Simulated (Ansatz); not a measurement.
Method: DFT PBE, scalar-relativistic, plane waves, PAW in Ansatz. Settings: cutoff 420 eV, Γ-centred meshes spaced at most about 0.3 Å⁻¹, and about 0.25 Å⁻¹ or finer for metals (2π included), Gaussian smearing. No spin polarisation in the final relaxations.

Temperature and zero-point effects are left out.

Two relaxed structures of SnGe3Se4:

A.

```
CELL_PARAMETERS angstrom
4.08584 0.00000 0.00000
0.00000 4.08584 0.00000
0.00000 0.00000 11.54333
ATOMIC_POSITIONS crystal
Sn 0.50000 0.50000 0.00000
Ge 0.00000 0.00000 0.74381
Ge 0.50000 0.50000 0.50000
Ge 0.00000 0.00000 0.25619
Se 0.00000 0.00000 0.50000
Se 0.50000 0.50000 0.25849
Se 0.00000 0.00000 0.00000
Se 0.50000 0.50000 0.74151
```

B.

```
CELL_PARAMETERS angstrom
4.07282 0.00000 0.00000
0.00000 5.77754 0.00000
0.00000 0.00000 8.17127
ATOMIC_POSITIONS crystal
Sn 0.50000 0.50000 0.00000
Ge 0.00000 0.00000 0.74580
Ge 0.00000 0.00000 0.25420
Ge 0.50000 0.50000 0.50000
Se 0.00000 0.50000 0.73660
Se 0.50000 0.00000 0.00000
Se 0.00000 0.50000 0.26340
Se 0.50000 0.00000 0.50000
```

Task: Which placement of the atoms is lower in energy, and by how much?

Result: They are level within the accuracy (4 meV/atom apart, with B the lower in these runs). The two share one framework of sites and differ in which element sits where. A has Sn and Ge ordered on rock salt sites, space group P4/mmm (No. 123), 24.1 Å³/atom and no gap on its mesh; B has Sn and Ge ordered on rock salt sites, space group Pmmm (No. 47), 24.0 Å³/atom and no gap. Counting Ge or Se atoms around Sn (for each partner element, those within 1.25 times its shortest distance or 1.15 times the sum of covalent radii, where it is the nearest in units of that sum or under 1.3), A and B both have Sn 6. Both come from invented guesses. A third cell relaxed alike, in R-3m, lies 10 meV/atom below the lower of the two.

The zero gap of P4/mmm, Pmmm may come from the functional, which often closes small gaps, or the cell may be a true semimetal. Cells relaxed within their symmetry can be saddle points.
